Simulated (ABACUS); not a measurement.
Consider a self-consistent single point of TiSi₂ (P2_1/m, 6 atoms in the cell; from Materials Project mp-1077503, changed as shown).

```
CELL_PARAMETERS angstrom
      1.76510    -6.75928     0.00000
      1.80041     6.89447     0.00000
      0.00000     0.00000     3.56517
ATOMIC_POSITIONS crystal
  Ti 0.89688 0.10312 0.75000
  Ti 0.10312 0.89688 0.25000
  Si 0.55825 0.44175 0.75000
  Si 0.44175 0.55825 0.25000
  Si 0.24969 0.75031 0.75000
  Si 0.75031 0.24969 0.25000
```

Computed with PBEsol, numerical atomic orbitals DZP (confined pseudo-atomic orbitals with Gaussian additions; energy shift 0.01 Ry), PseudoDojo 0.4 standard norm-conserving PBEsol (tails mended) pseudopotentials run with ABACUS.

ABACUS settings:

basis: DZP numerical atomic orbitals, energy shift 0.01 Ry
KPT: Gamma 8 8 8 0 0 0
basis_type: lcao
dft_functional: PBESOL
ecutwfc: 100 Ry
smearing_method: gaussian
smearing_sigma: 0.00999582 Ry
potentials: PseudoDojo 0.4 standard norm-conserving PBEsol (tails mended)
symmetry: 1
symmetry_prec: 1e-05
ks_solver: scalapack_gvx
scf_nmax: 100
scf_thr: 1.0e-07
mixing_type: broyden
mixing_beta: 0.4

Results:

| Property | Value |
|---|---|
| Number of valence electrons | 40 |
| Number of bands | 30 |
| Number of k-points after the program's reduction | 170 |
| Size of the basis | 104 |
| Number of SCF iterations | 12 |
| Free energy E − TS | -3691.1649 eV |
| Fermi level (on the code's own zero) | 12.64 eV |
| Pressure | -3.29 GPa |
| Largest force (vector length) | 0.223 eV/Å |

Forces (eV/Å):
```csv
atom,Fx,Fy,Fz
Ti1,-0.038,0.024,0.000
Ti2,0.038,-0.024,0.000
Si3,-0.085,-0.207,0.000
Si4,0.085,0.207,0.000
Si5,-0.030,-0.009,0.000
Si6,0.030,0.009,0.000
```

Stress (GPa, positive for compression):
```
-3.78  -4.43   0.00
-4.43  -4.05   0.00
 0.00   0.00  -2.03
```

For comparison: a first run was changed to give this one (lattice vector b scaled by 1.02), and from it to this one the free energy goes up by 13.0 meV/atom, the pressure goes from -1.00 to -3.29 GPa and the largest force goes from 0.242 to 0.223 eV/Å.

The atom-centred basis is finite, which shifts total energies, pressures and forces against plane waves. The structure comes from a collection of computed structures, made at another level of theory; the collection holds predicted forms beside known ones.

Cost on one core: around 2.3 core-minutes (rough).

The atomic orbitals were generated for these runs; they are not ABACUS's published sets and were checked against plane waves on a few crystals only.

“Tails mended”: in these copies of the files the far tail of each local potential was reset to the Coulomb form.
